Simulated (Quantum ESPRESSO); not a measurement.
# Band energies of LiBr

```
CELL_PARAMETERS angstrom
      0.00000     2.70484     2.70484
      2.70484     0.00000     2.70484
      2.70484     2.70484     0.00000
ATOMIC_POSITIONS crystal
  Li 0.00000 0.00000 0.00000
  Br 0.50000 0.50000 0.50000
```

PBEsol (pw.x of Quantum ESPRESSO, ONCV potentials, no spin-orbit coupling); path ΓXWKΓLUWLK,UX; energies in eV from the valence-band maximum.

```
k (1/Å)  point  band 1  band 2  band 3  band 4  band 5  band 6  band 7  band 8
-------  -----  ------  ------  ------  ------  ------  ------  ------  ------
0.00         Γ  -43.63  -13.64   -0.01   -0.01   -0.01    4.98   10.44   10.44
0.21            -43.63  -13.59   -0.34   -0.12   -0.12    5.45    9.80   10.50
0.53            -43.63  -13.35   -1.53   -0.60   -0.60    7.17    8.26    8.37
0.84            -43.62  -13.04   -2.69   -1.07   -1.07    6.60    7.22   10.26
1.16         X  -43.62  -12.88   -3.17   -1.26   -1.26    6.22    6.86   11.90
1.51            -43.62  -12.89   -2.87   -1.78   -1.26    7.00    7.97   10.23
1.74         W  -43.62  -12.89   -2.37   -2.37   -1.26    8.12    8.58    9.45
1.88            -43.62  -12.89   -2.58   -2.16   -1.20    7.52    8.86    9.27
2.15         K  -43.62  -12.91   -2.75   -2.04   -0.96    6.56    8.73   10.40
2.26            -43.62  -12.93   -2.52   -2.26   -0.81    6.65    9.35    9.81
2.56            -43.62  -13.10   -2.39   -1.65   -0.33    6.87    8.76    9.18
2.87            -43.63  -13.38   -1.64   -0.72   -0.04    6.50    8.94    9.13
3.18            -43.63  -13.60   -0.42   -0.12    0.00    5.39    9.83   10.38
3.38         Γ  -43.63  -13.64   -0.01   -0.01   -0.01    4.98   10.44   10.44
3.49            -43.63  -13.63   -0.12   -0.01   -0.01    5.09   10.24   10.46
3.79            -43.63  -13.47   -1.36   -0.11   -0.11    5.90    9.54    9.64
4.09            -43.63  -13.23   -2.64   -0.24   -0.24    5.73    8.46    8.46
4.39         L  -43.62  -13.11   -3.15   -0.30   -0.30    5.48    8.04    8.04
4.70            -43.62  -13.04   -2.98   -1.10   -0.50    6.41    8.04    8.66
5.00            -43.62  -12.93   -2.67   -2.08   -0.86    6.62    9.06   10.00
5.10         U  -43.62  -12.91   -2.75   -2.04   -0.96    6.56    8.73   10.40
5.31            -43.62  -12.90   -2.65   -2.10   -1.12    7.14    8.82    9.59
5.51         W  -43.62  -12.89   -2.37   -2.37   -1.26    8.12    8.58    9.45
5.60            -43.62  -12.90   -2.41   -2.32   -1.21    8.08    8.40    9.56
5.88            -43.62  -12.98   -2.79   -1.67   -0.76    7.21    7.87    9.47
6.15            -43.62  -13.08   -3.09   -0.63   -0.38    5.91    7.97    8.29
6.33         L  -43.62  -13.11   -3.15   -0.30   -0.30    5.48    8.04    8.04
6.42            -43.62  -13.10   -3.13   -0.38   -0.32    5.59    8.02    8.10
6.69            -43.62  -13.02   -2.92   -1.31   -0.56    6.56    8.17    8.87
6.96            -43.62  -12.92   -2.67   -2.09   -0.88    6.61    9.03   10.05
7.05         K  -43.62  -12.91   -2.75   -2.04   -0.96    6.56    8.73   10.40
7.05         U  -43.62  -12.91   -2.75   -2.04   -0.96    6.56    8.73   10.40
7.15            -43.62  -12.89   -2.93   -1.78   -1.08    6.48    7.99   11.08
7.46         X  -43.62  -12.88   -3.17   -1.26   -1.26    6.22    6.86   11.90
```

The PBEsol gap is 4.98 eV and nearly direct: the edges lie at 75 % of the way from K to Γ and Γ, the smallest direct gap within 0.02 eV of it. Another valence extremum on the path lies within 0.02 eV, too close to call.

Spin-orbit splittings are left out.

Geometry relaxed with PBEsol.
